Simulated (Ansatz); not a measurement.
Here is an unrelaxed guess for GaO.

```cif
data_structure
_symmetry_space_group_name_H-M 'P 1'
_symmetry_Int_Tables_number 1
_cell_length_a 2.6363
_cell_length_b 2.6363
_cell_length_c 3.3963
_cell_angle_alpha 90.000
_cell_angle_beta 90.000
_cell_angle_gamma 90.000
_cell_volume 23.60
loop_
_atom_site_label
_atom_site_type_symbol
_atom_site_fract_x
_atom_site_fract_y
_atom_site_fract_z
_atom_site_occupancy
Ga1 Ga 0.00000 0.00000 0.00000 1
O1 O 0.50000 0.50000 0.50000 1
```

Method: Ansatz 0.2.0, DFT PBE, scalar-relativistic, plane waves, PAW. Cutoff 420 eV; k points 6×6×6 on the computed 2-atom cell (Γ-centred); Gaussian smearing, width 0.10 eV; no spin polarisation.

Energies over the elements count from the elements' standard structures at the same level (O₂ as a molecule), with no fitted energy shifts.

Problem. Estimate its pressure, forces and energy as it stands.

Solution. The pressure is -3.4 GPa (the mean over three directions, positive in compression), the largest force is 0.00 eV/Å (symmetry fixes the atoms), and the energy is −0.06 eV/atom against the elements. The shortest distance is 2.52 Å.

Problem. How much does it gain on relaxing, and where does it end?

Solution. Relaxing gains about 0.30 eV/atom (the start's value is from the coarse mesh, so the gain is rough) in 15 ionic steps and ends at −0.36 eV/atom on the finer mesh. The symmetry goes from P4/mmm (No. 123) to Pm-3m (No. 221). The end has the caesium chloride type. The volume per atom shrinks by 3.6 %, from 11.8 to 11.4 Å³. The shortest distance goes from 2.52 Å (Ga–O) to 2.45 Å (Ga–O). Conventional cell: a = 2.834 Å. Around Ga lie 8 O at 2.45 Å and 6 Ga at 2.83 Å; O is surrounded by 8 Ga at 2.45 Å and 6 O at 2.83 Å.

The last run used a 20×20×20 mesh for its 2-atom cell and Gaussian smearing of 0.10 eV. An odd number of electrons in the primitive cell allows no gap without spin; a larger cell or a magnetic state could open one. The relaxation can't lower the symmetry of the start. A structure relaxed within its symmetry needn't be a true minimum. Another cell of GaO relaxed alike, in F-43m, lies 0.65 eV/atom lower, so this cell isn't the stable form at this level.
